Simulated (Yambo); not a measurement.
KBr (rock salt, space group Fm-3m, No. 225), G0W0@PBEsol in Yambo; all else as in the reference (4×4×4 Γ-centred k mesh, 125 bands and a 8 Ry block in the screening, 125 bands in G with the Bruneval-Gonze terminator, plasmon pole fitted at 27.2 eV). One parameter is varied: the k mesh, over 2×2×2, 4×4×4, 6×6×6.

Problem. From which value on does the gap Γ → Γ stay within 0.05 eV of the largest setting?

Solution. From 4×4×4 on.
```tsv
k mesh	G0W0 gap (eV)	valence shift (eV)	rough Yambo cost
2×2×2	6.87	-1.81	about 1/7
4×4×4	6.96	-1.90	1
6×6×6	6.97	-1.95	about 7×
```
The last step of the sweep still moves the gap by 19 meV; the other settings are held fixed.

Spin-orbit coupling is not included.

Geometry relaxed with PBEsol; primitive cell a = b = c = 4.631 Å, α = β = γ = 60.00°.

A shift is the quasiparticle energy of the state minus its PBEsol energy.
